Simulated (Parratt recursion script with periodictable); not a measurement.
Peak EUV reflectivity of a Si/Mo multilayer on Si against the number of periods

| layer, from the top | thickness (Å) | density (g/cm³) | rms roughness of its top face (Å) | δ at 13.5 nm | β at 13.5 nm |
|---|---|---|---|---|---|
| Si (in each period) | 44.1 | 2.313 | 4 | 9.927 × 10⁻⁴ | 0.001813 |
| Mo (in each period) | 23.7 | 10.026 | 4 | 0.07476 | 0.006314 |
| Si (substrate) | – | 2.313 | 4 | 9.927 × 10⁻⁴ | 0.001813 |

The refractive index is n = 1 − δ + iβ; the runs take δ and β at each wavelength of the scan. Vacuum lies above.

Densities are inputs, not measurements. They were set from computed cells of the Materials Project: Si from entry mp-149 (Fd-3m, 2.313 g/cm³); Mo from entry mp-129 (Im-3m, 10.026 g/cm³). A layer's crystal structure does not enter its constants, only its composition and density.

Calculation: EUV and soft X-ray reflectivity, Parratt recursion, Névot-Croce roughness, Henke tables; Parratt recursion script with periodictable 1.7.1.

Light falls along the surface normal, where s and p polarisation coincide. The wavelength is scanned from 12.42 to 14.58 nm in 161 evenly spaced points, without smoothing. The peak is the highest scan point; its wavelength and height come from a parabola through R at that point and its two neighbours.

The runs differ in the number of periods N alone.

| N | peak λ (nm) | peak R (%) |
|---|---|---|
| 15 | 13.272 | 40.3 |
| 25 | 13.279 | ? |
| 40 | 13.296 | 70.1 |
| 120 | 13.309 | 72.3 |

**Question.** Estimate the peak reflectivity for N = 25, trying the form R = R∞ tanh²(aN + b).

**Answer.** Take R∞ from the largest stack, 72.3 % at N = 120. For the shown rows under 97 % of it, y = artanh[(R/R∞)^½] is 0.965 at N = 15, 2.432 at N = 40. The line through them has a = 0.0587 and b = 0.085. This form gives tanh²y = 1.000 at N = 120, in keeping with the choice of R∞. At N = 25, y = 1.553 and R = 72.3 × tanh²y = 60.4 %.

The run gave 60.7 %, so the form misses by 0.3 points.
